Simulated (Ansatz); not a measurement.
Relaxed-ion elastic tensor of AlCr₃B₄ in space group Pmmm (No. 47; Pearson symbol oP8) in GPa (Voigt order), the program Ansatz at the PBEsol level (PAW); density 5.52 g/cm³, 8.51 Å³ per atom.

```
494  138  126  0.0  0.0  0.0
138  572  138  0.0  0.0  0.0
126  138  486  0.0  0.0  0.0
0.0  0.0  0.0  196  0.0  0.0
0.0  0.0  0.0  0.0  177  0.0
0.0  0.0  0.0  0.0  0.0  217
```

**Question.** Is the crystal mechanically stable?

**Answer.** Yes: the smallest eigenvalue of C is 177 GPa.

**Question.** Work out the Voigt, Reuss and Hill averages.

**Answer.** K_V = 262, K_R = 260, K_H = 261; G_V = 195, G_R = 194, G_H = 194 GPa.

**Question.** Give Young's modulus, Poisson's ratio, Pugh's ratio and the universal anisotropy index.

**Answer.** E = 9KG/(3K + G) = 467 GPa; ν = 0.20; K/G = 1.34 (brittle by the Pugh limit of 1.75); A_U = 5G_V/G_R + K_V/K_R − 6 = 0.04.

**Question.** Estimate the sound speeds and the Debye temperature.

**Answer.** v_l = √((K + 4G/3)/ρ) = 9710 m/s, v_t = √(G/ρ) = 5930 m/s, mean 6550 m/s; Θ = (h/k)(3n/4πV)^(1/3) v_m = 955 K.

**Question.** Solve the Christoffel equation for the three sound speeds along x, y, z.

**Answer.** Eigenvalues of C_ijkl n_j n_l equal ρv². In km/s, slowest first: x 5.67, 6.28, 9.46; y 5.97, 6.28, 10.18; z 5.67, 5.97, 9.38.

**Question.** How much does each axis shrink under pressure?

**Answer.** Linear compressibilities β_i = Σ_j S_ij (j = 1 to 3): x 1.4, y 1.1, z 1.4 per TPa.

The workflow started from a Materials Project entry (that database holds measured and hypothetical structures alike); the Crystallography Open Database files this formula in space group No. 47, but the cells were not matched. Its standing as an ambient phase is unchecked. The PBEsol relaxation kept the symmetry of its start; whether a distortion lowers the energy is not shown. The workflow began spin-polarised and lost its moments. As this level gives no gap, shear constants depend on the k-mesh and smearing (Fermi–Dirac, 0.1 eV here). On the denser mesh and wider smearing of the elastic run this cell carries a stress of 0.4 GPa.

Potentials: the later of the program's two PAW sets.
